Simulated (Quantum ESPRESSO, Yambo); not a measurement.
For K2CO3 (space group P6_3/mmc, No. 194), Yambo gives the independent-particle static dielectric constant along x as 2.72 on PBEsol bands and 2.39 after a scissor of 2.59 eV widens every gap (3×3×2 mesh, 154 bands, 3 Ry local-field block, 0.2 eV broadening). Axes are Cartesian, with cell vectors (Å) (5.74, 0.00, 0.00), (-2.87, 4.97, 0.00), (0.00, 0.00, 6.82).

**Question.** A scissor keeps the position matrix elements. In a one-oscillator model, how does ε − 1 scale, and what mean transition energy do the two values imply?

**Answer.** Each transition adds |r|²/E to ε − 1, so ε − 1 ∝ 1/(E0 + Δ). Then (2.39 − 1)/(2.72 − 1) = E0/(E0 + Δ) = 0.808, and E0 = Δ(ε' − 1)/(ε − ε') = 10.9 eV. The computed Im ε, weighted by 1/E up to 20 eV, has its mean at 10.7 eV; the smallest direct PBEsol gap is 3.48 eV. The scissor comes from a G0W0 run whose convergence isn't established. Convergence of the RPA response with its 3×3×2 mesh was not tested.

Bands from Quantum ESPRESSO.

Geometry of the Materials Project entry, not relaxed at this level; primitive cell a = 5.7421 Å, b = 5.7421 Å, c = 6.8159 Å, α = 90.00°, β = 90.00°, γ = 120.00°.

The structure is a Materials Project entry; no match was found in the copy of COD used, and its stability was not checked.
